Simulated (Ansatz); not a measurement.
MgB$_{2}$ in space group P6/mmm (No. 191; Mg on 1a, B on 2d) at seven volumes, DFT-PBE in the program Ansatz with PAW potentials, shape and atoms relaxed at each. One row is withheld.

| V (Å³/atom) | P (GPa) |
|---|---|
| 8.764 | ? |
| 9.053 | 9.86 |
| 9.342 | 4.60 |
| 9.631 | -0.02 |
| 9.920 | -4.05 |
| 10.209 | -7.56 |
| 10.498 | -10.60 |

Task: Fit the shown pressures and predict the withheld one.

Result: P = (3/2)B₀(x^(7/2) − x^(5/2))[1 + (3/4)(B′ − 4)(x − 1)] with x = (V₀/V)^(2/3). Least squares on the six rows gives V₀ = 9.629 Å³/atom, B₀ = 143 GPa, B′ = 3.55. At V = 8.764, x = 1.0648 and P = 15.90 GPa. The run itself gave 15.87 GPa.

The cell was relaxed with PBE under the symmetry of its start.

Potentials: the later of the program's two PAW sets.
